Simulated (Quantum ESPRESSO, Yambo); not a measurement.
CaO (rock salt, space group Fm-3m, No. 225) under isotropic strain (on all lattice vectors), counted from the cell relaxed with PBEsol, atoms relaxed at each step. PBEsol (pw.x of Quantum ESPRESSO, ONCV potentials, without SOC); G0W0 in Yambo (6×6×6 Γ-centred k mesh, 64 bands and a 10 Ry block in the screening, 64 bands in G with the Bruneval-Gonze terminator, plasmon pole fitted at 27.2 eV).

```json
[
 {"strain s (%)": "-3", "PBEsol direct gap at X (eV)": "3.815", "G0W0 direct gap at X (eV)": "6.285"},
 {"strain s (%)": "-1.5", "PBEsol direct gap at X (eV)": "3.876", "G0W0 direct gap at X (eV)": "6.335"},
 {"strain s (%)": "-0.7", "PBEsol direct gap at X (eV)": "3.901", "G0W0 direct gap at X (eV)": "6.393"},
 {"strain s (%)": "0", "PBEsol direct gap at X (eV)": "3.920", "G0W0 direct gap at X (eV)": "6.412"},
 {"strain s (%)": "+1", "PBEsol direct gap at X (eV)": "3.940", "G0W0 direct gap at X (eV)": "6.424"},
 {"strain s (%)": "+2", "PBEsol direct gap at X (eV)": "?", "G0W0 direct gap at X (eV)": "?"}
]
```

Fit a parabola in s to each column by least squares and predict the withheld row.

PBEsol: E = 3.920 + 0.0238 s − 0.0037 s² (largest residual 0 meV), giving 3.953 eV at s = +2; the run gave 3.955 eV, a miss of 2 meV. G0W0: E = 6.405 + 0.0288 s − 0.0041 s² (largest residual 17 meV), giving 6.446 eV at s = +2; the run gave 6.423 eV, a miss of 23 meV. The withheld row lies outside the fitted range, so this is an extrapolation. A residual of tens of meV means that one parabola doesn't describe the column; a crossing of bands or a step in the basis can do that. The GW settings are held fixed; their convergence isn't established. The screening block changes size along the series (113 vectors at -3 %, 113 vectors at -1.5 %, 137 vectors at -0.7 %, 137 vectors at +0 %, 137 vectors at +1 %, 137 vectors at +2 %), which puts steps into the G0W0 values.
